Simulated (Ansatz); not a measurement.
Input file for Ansatz (a quantum-chemistry and plane-wave program):

Ansatz 0.2 input:
```yaml
crystal:
  lattice:
    - [5.0284247468, 0.0, 0.0]
    - [0.0, 5.0284247468, 0.0]
    - [0.0, 0.0, 7.0105041506]
  atoms:
    - { symbol: Si, position: [0.2019705388, 0.2019705388, 0.0] }
    - { symbol: Si, position: [0.2980294612, 0.7019705388, 0.75] }
    - { symbol: Si, position: [0.7980294612, 0.7980294612, 0.5] }
    - { symbol: Si, position: [0.7019705388, 0.2980294612, 0.25] }
    - { symbol: O, position: [0.6018508143, 0.7395955546, 0.6782988968] }
    - { symbol: O, position: [0.7604044454, 0.1018508143, 0.4282988968] }
    - { symbol: O, position: [0.3981491857, 0.2604044454, 0.1782988968] }
    - { symbol: O, position: [0.2395955546, 0.8981491857, 0.9282988968] }
    - { symbol: O, position: [0.1018508143, 0.7604044454, 0.5717011032] }
    - { symbol: O, position: [0.2604044454, 0.3981491857, 0.8217011032] }
    - { symbol: O, position: [0.8981491857, 0.2395955546, 0.0717011032] }
    - { symbol: O, position: [0.7395955546, 0.6018508143, 0.3217011032] }
kpoints:
  mp_grid: { grid: [6, 6, 4] }
hamiltonian:
  xc: pbesol
  pseudopotentials: { azcp: { folder: ./paw }, kind: paw }
scf:
  occupations: { method: fixed }
elastic: { mode: relaxed_ion, stencil: two_point, amplitude: 0.005, f_tol: 0.0005 }
output: { polarization: {} }
```

Output (shortened):

```
Pseudopotential: Si, paw, valence charge 4
Pseudopotential: O, paw, valence charge 6
Functional definition: PBEsol
Crystal: 12 atoms, lattice volume = 177.261 Å³
Basis set: ecut = 420 eV, 3491 PW (Γ), exchange–correlation on 72×72×96 points (8 copies of the dense FFT grid, shifted against one another)
Bands: 44, of which v1, the nominal top of the filled ones, is band 32 counted from 1 (31 counted from 0)
Symmetry: 8 space group operations
Space group: P43212 (ITA 96), of the structure as read, at distance tolerance 5.6e-5 Å
k-points: 30 of 144 (time reversal used)
SCF 1 converged in 12 iterations: F = -6986.508790 eV  dr2 = 7.45e-14
Crystal: 12 atoms, lattice volume = 176.375 Å³
Basis set: ecut = 420 eV, 3467 PW (Γ), exchange–correlation on 72×72×96 points (8 copies of the dense FFT grid, shifted against one another)
Symmetry: 4 space group operations
k-points: 48 of 144 (time reversal used)
SCF 2 converged in 11 iterations: F = -6986.503656 eV  dr2 = 2.46e-14
relax step   1: F+E_penalty+E_count = -6986.50365552 eV  Δ(F+E_penalty+E_count) = +0.000e0 eV  max|allowed force component| = 1.467e-1 eV/Å  Δτ_max = 0.0000 Å  (11 SCF iters, accepted)
Crystal: 12 atoms, lattice volume = 176.375 Å³
SCF 3 converged in 10 iterations: F = -6986.505640 eV  dr2 = 1.52e-14
relax step   2: F+E_penalty+E_count = -6986.50564029 eV  Δ(F+E_penalty+E_count) = -1.985e-3 eV  max|allowed force component| = 9.423e-2 eV/Å  Δτ_max = 0.0049 Å  (10 SCF iters, accepted)
Crystal: 12 atoms, lattice volume = 176.375 Å³
SCF 4 converged in 11 iterations: F = -6986.507878 eV  dr2 = 1.20e-14
relax step   3: F+E_penalty+E_count = -6986.50787817 eV  Δ(F+E_penalty+E_count) = -2.238e-3 eV  max|allowed force component| = 6.763e-3 eV/Å  Δτ_max = 0.0154 Å  (11 SCF iters, accepted)
Crystal: 12 atoms, lattice volume = 176.375 Å³
SCF 5 converged in 10 iterations: F = -6986.507912 eV  dr2 = 1.09e-14
relax step   4: F+E_penalty+E_count = -6986.50791178 eV  Δ(F+E_penalty+E_count) = -3.361e-5 eV  max|allowed force component| = 5.840e-3 eV/Å  Δτ_max = 0.0019 Å  (10 SCF iters, accepted)
Crystal: 12 atoms, lattice volume = 176.375 Å³
SCF 6 converged in 10 iterations: F = -6986.507955 eV  dr2 = 4.60e-14
relax step   5: F+E_penalty+E_count = -6986.50795509 eV  Δ(F+E_penalty+E_count) = -4.331e-5 eV  max|allowed force component| = 3.771e-4 eV/Å  Δτ_max = 0.0035 Å  (10 SCF iters, accepted)
Crystal: 12 atoms, lattice volume = 176.375 Å³
SCF 7 converged in 10 iterations: F = -6986.507955 eV  dr2 = 7.25e-16
Crystal: 12 atoms, lattice volume = 178.147 Å³
Basis set: ecut = 420 eV, 3507 PW (Γ), exchange–correlation on 72×72×96 points (8 copies of the dense FFT grid, shifted against one another)
SCF 8 converged in 11 iterations: F = -6986.503995 eV  dr2 = 3.93e-14
relax step   1: F+E_penalty+E_count = -6986.50399526 eV  Δ(F+E_penalty+E_count) = +0.000e0 eV  max|allowed force component| = 1.388e-1 eV/Å  Δτ_max = 0.0000 Å  (11 SCF iters, accepted)
Crystal: 12 atoms, lattice volume = 178.147 Å³
SCF 9 converged in 10 iterations: F = -6986.505933 eV  dr2 = 1.81e-14
relax step   2: F+E_penalty+E_count = -6986.50593279 eV  Δ(F+E_penalty+E_count) = -1.938e-3 eV  max|allowed force component| = 8.955e-2 eV/Å  Δτ_max = 0.0050 Å  (10 SCF iters, accepted)
Crystal: 12 atoms, lattice volume = 178.147 Å³
SCF 10 converged in 11 iterations: F = -6986.508127 eV  dr2 = 1.38e-14
relax step   3: F+E_penalty+E_count = -6986.50812651 eV  Δ(F+E_penalty+E_count) = -2.194e-3 eV  max|allowed force component| = 7.948e-3 eV/Å  Δτ_max = 0.0167 Å  (11 SCF iters, accepted)
[...]
Crystal: 12 atoms, lattice volume = 177.260 Å³
SCF 42 converged in 11 iterations: F = -6986.508238 eV  dr2 = 3.13e-14
relax step   1: F+E_penalty+E_count = -6986.50823818 eV  Δ(F+E_penalty+E_count) = +0.000e0 eV  max|allowed force component| = 4.461e-2 eV/Å  Δτ_max = 0.0000 Å  (11 SCF iters, accepted)
Crystal: 12 atoms, lattice volume = 177.260 Å³
SCF 43 converged in 9 iterations: F = -6986.508396 eV  dr2 = 6.66e-14
relax step   2: F+E_penalty+E_count = -6986.50839552 eV  Δ(F+E_penalty+E_count) = -1.573e-4 eV  max|allowed force component| = 2.424e-2 eV/Å  Δτ_max = 0.0007 Å  (9 SCF iters, accepted)
Crystal: 12 atoms, lattice volume = 177.260 Å³
SCF 44 converged in 10 iterations: F = -6986.508442 eV  dr2 = 4.98e-14
relax step   3: F+E_penalty+E_count = -6986.50844221 eV  Δ(F+E_penalty+E_count) = -4.669e-5 eV  max|allowed force component| = 1.276e-2 eV/Å  Δτ_max = 0.0029 Å  (10 SCF iters, accepted)
Crystal: 12 atoms, lattice volume = 177.260 Å³
SCF 45 converged in 10 iterations: F = -6986.508492 eV  dr2 = 1.02e-14
relax step   4: F+E_penalty+E_count = -6986.50849224 eV  Δ(F+E_penalty+E_count) = -5.003e-5 eV  max|allowed force component| = 6.049e-4 eV/Å  Δτ_max = 0.0013 Å  (10 SCF iters, accepted)
Crystal: 12 atoms, lattice volume = 177.260 Å³
SCF 46 converged in 8 iterations: F = -6986.508492 eV  dr2 = 1.03e-14
relax step   5: F+E_penalty+E_count = -6986.50849226 eV  Δ(F+E_penalty+E_count) = -2.019e-8 eV  max|allowed force component| = 2.974e-4 eV/Å  Δτ_max = 0.0000 Å  (8 SCF iters, accepted)
Crystal: 12 atoms, lattice volume = 177.260 Å³
SCF 47 converged in 10 iterations: F = -6986.508492 eV  dr2 = 3.36e-16
SCF converged after 12 iterations
Free energy (F): -6986.508790 eV
Harris-Foulkes:  -6986.508790 eV  (|F-HF|=0.00e0)
Internal energy: -6986.508790 eV  (E = F + TS)
E sigma→0 (E₀):  -6986.508790 eV
Fermi energy:    1.052094 eV
--- Per-component energies (eV) ---
  E_band       = -373.743402
  E_kinetic    = 1548.852829
  E_local      = -4537.953020  (includes V_loc(G=0)·N_el)
  E_nonlocal   = 510.244300
  E_hartree    = 1695.741705
  E_xc         = -792.839049
  E_vxc        = -921.543288  (∫ρ·V_xc dr)
  E_paw        = -3256.244396  (= ΣΔE_a)
  E_vpaw       = -364.834336  (= ΣTr[D̂ρ^β])
  E_aug_tail   = 0.006687  (compensation charges beyond the density's cutoff)
  E_ewald      = -2154.726393
  E_core_change = 0.408546  (= ΣΔE_core)
  E_smearing   =  0.000000  (= −TS)
  E_closure    =  0.000000  (closes the sum)
  Σ components = -6986.508790   (vs F -6986.508790, Δ=0.00e0)
--- Forces (eV/Å), atoms counted from 1 ---
  atom   1  Si    -0.00004200    -0.00004200     0.00000000
  atom   2  Si     0.00004200    -0.00004200     0.00000000
  atom   3  Si     0.00004200     0.00004200     0.00000000
  atom   4  Si    -0.00004200     0.00004200     0.00000000
  atom   5  O     -0.00005285    -0.00000540     0.00000367
  atom   6  O      0.00000540    -0.00005285     0.00000367
  atom   7  O      0.00005285     0.00000540     0.00000367
  atom   8  O     -0.00000540     0.00005285     0.00000367
  atom   9  O     -0.00005285     0.00000540    -0.00000367
  atom  10  O      0.00000540     0.00005285    -0.00000367
  atom  11  O      0.00005285    -0.00000540    -0.00000367
  atom  12  O     -0.00000540    -0.00005285    -0.00000367
  max |Σ_I F_I| component: 4.72e-18 eV/Å
--- Stress (GPa, compression-positive) ---
        0.012716       0.000000       0.000000
        0.000000       0.012716       0.000000
        0.000000       0.000000       0.007832
  P = ⅓ Tr σ = 0.0111 GPa (0.111 kbar)
--- Band table (eV; the first three rows and the last of 30) ---
  k-point 0: bands = ["-18.2568", "-17.3649", "-17.3649", "-16.2029", "-16.1644", "-16.1623", "-16.1480", "-16.1480", "-8.4754", "-6.3522", "-6.3522", "-4.7255", "-4.6259", "-4.6259", "-4.1349", "-3.9804", "-1.8774", "-1.8652", "-1.8652", "-1.3141", …
  k-point 1: bands = ["-18.1946", "-17.7274", "-16.9659", "-16.3082", "-16.1614", "-16.1605", "-16.1508", "-16.1496", "-8.2982", "-7.1193", "-5.6446", "-4.8200", "-4.5965", "-4.5202", "-4.2371", "-4.0829", "-1.8331", "-1.8206", "-1.7491", "-1.2592", …
  k-point 2: bands = ["-18.0129", "-18.0129", "-16.5882", "-16.5882", "-16.1560", "-16.1560", "-16.1552", "-16.1552", "-7.8107", "-7.8107", "-5.1179", "-5.1179", "-4.4415", "-4.4415", "-4.3107", "-4.3107", "-1.7795", "-1.7795", "-1.4530", "-1.4530", …
  k-point 29: bands = ["-17.3331", "-17.3331", "-17.3331", "-17.3331", "-16.2183", "-16.2183", "-16.2183", "-16.2183", "-6.3803", "-6.3803", "-6.3803", "-6.3803", "-4.0152", "-4.0152", "-4.0152", "-4.0152", "-1.9089", "-1.9089", "-1.9089", "-1.9089", …
--- Elastic constants: 4 strain directions × 2 members + reference (group order 8) ---
  dense FFT box of the reference and of every strained cell: 36×36×48
  strains applied: 11, 33, 23, 12; error gains …
  C = ∂σ_k/∂η_j (tension-positive GPa; Voigt order 11 22 33 23 13 12):
        52.186      3.067     -8.073      0.000      0.000      0.000
         3.067     52.186     -8.073      0.000      0.000      0.000
        -8.092     -8.092     43.833      0.000      0.000      0.000
         0.000      0.000      0.000     70.293      0.000      0.000
         0.000      0.000      0.000      0.000     70.293      0.000
         0.000      0.000      0.000      0.000      0.000     26.022
  reference stress σ⁰ (GPa):     -0.013     -0.013     -0.008      0.000      0.000      0.000
  moduli (Voigt/Reuss/Hill, GPa): K = 13.56/13.07/13.32   G = 44.08/34.94/39.51   E = 59.59   ν = -0.246
  mechanically stable: yes (min eigenvalue of sym C = 26.02 GPa)
  e, the proper piezoelectric tensor (elastic.mode: relaxed_ion; C/m²; rows x y z; Voigt order 11 22 33 23 13 12):
       0.00000    0.00000    0.00000   -0.00259    0.00000    0.00000
       0.00000    0.00000    0.00000    0.00000    0.00259    0.00000
       0.00000    0.00000    0.00000    0.00000    0.00000    0.00000
  ±, each entry's uncertainty from the finite density of the strings (C/m²), an estimate: the size of the correction for it that the entry includes:
       0.00000    0.00000    0.00000    0.00016    0.00000    0.00000
       0.00000    0.00000    0.00000    0.00000    0.00016    0.00000
       0.00000    0.00000    0.00000    0.00000    0.00000    0.00000
  strain η (Voigt 11):  stress-route row diagonal C_11 = 52.19 GPa, energy-path curvature d²(F+E_count+ΔE)/dδ²/Ω₀ = 52.31 GPa
         δ    σ_11 (GPa)             F (eV)   n_scf  n_hpsi   n_pw
    -5.000e-3      -0.2745       -6986.5079551      10   36051   3471   relax 5 steps, max|allowed force component| 3.77e-4 eV/Å
     5.000e-3       0.2473       -6986.5081881      10   37030   3507   relax 5 steps, max|allowed force component| 3.41e-4 eV/Å
  strain η (Voigt 33):  stress-route row diagonal C_33 = 43.83 GPa, energy-path curvature d²(F+E_count+ΔE)/dδ²/Ω₀ = 43.76 GPa
         δ    σ_33 (GPa)             F (eV)   n_scf  n_hpsi   n_pw
    -5.000e-3      -0.2264       -6986.5082231      10   22258   3475   relax 5 steps, max|allowed force component| 3.81e-5 eV/Å
     5.000e-3       0.2119       -6986.5081406      10   23042   3508   relax 5 steps, max|allowed force component| 4.39e-5 eV/Å
  strain η (Voigt 23):  stress-route row diagonal C_44 = 70.29 GPa, energy-path curvature d²(F+E_count+ΔE)/dδ²/Ω₀ = 70.32 GPa
         δ    σ_23 (GPa)             F (eV)   n_scf  n_hpsi   n_pw
    -5.000e-3      -0.3515       -6986.5078511      10   42242   3491   relax 4 steps, max|allowed force component| 1.19e-4 eV/Å
     5.000e-3       0.3515       -6986.5078511      10   42282   3491   relax 4 steps, max|allowed force component| 1.19e-4 eV/Å
  strain η (Voigt 12):  stress-route row diagonal C_66 = 26.02 GPa, energy-path curvature d²(F+E_count+ΔE)/dδ²/Ω₀ = 26.02 GPa
         δ    σ_12 (GPa)             F (eV)   n_scf  n_hpsi   n_pw
    -5.000e-3      -0.1301       -6986.5084923      10   29997   3491   relax 5 steps, max|allowed force component| 2.97e-4 eV/Å
     5.000e-3       0.1301       -6986.5084923      10   29999   3491   relax 5 steps, max|allowed force component| 2.97e-4 eV/Å
--- Formal polarisation (Berry phase): one branch of a lattice of values; only differences between neighbouring runs are physical ---
  axis  mesh            electronic          ionic      p = total  spread (rad)  least overlap  resolved gap  δp at fixed H ≤   (phases in cycles; p mod 2 …
  b1    6×6×4           0.00000000    32.00000000    32.00000000      0.000910         0.9788        5.5733           6.9e-6
  b2    6×6×4           0.00000000    32.00000000    32.00000000      0.000910         0.9788        5.5733           7.2e-6
  b3    6×6×4           0.00000000    30.00000000    30.00000000      0.000105         0.9807        5.5733           5.3e-6
  quantum along a1:   0.05673470 e/Å² =    90.899016 µC/cm²
  quantum along a2:   0.05673470 e/Å² =    90.899016 µC/cm²
  quantum along a3:   0.07909811 e/Å² =   126.729138 µC/cm²
  P = (  0.90775526,   0.90775526,   1.18647159) e/Å² = ( 1454.384262,  1454.384262,  1900.937063) µC/cm²  (mod the quanta)
```

Cost: around 9 core-minutes (rough) on shared cores.

Space group P4_32_12. The workflow started from a Materials Project entry (that database holds measured and hypothetical structures alike); the Crystallography Open Database files this formula in space group No. 96, but the cells were not matched. It is not the phase usual at ambient conditions (space group No. 92, 152, 154). The cell was relaxed with PBEsol under the symmetry of its start; whether a distortion lowers the energy is not shown.

Potentials: the earlier of the program's two PAW sets. The files were generated under PBE; for other functionals the program regenerates the frozen cores, and for LDA and PBEsol the local potential too.

Ansatz is a plane-wave DFT program.
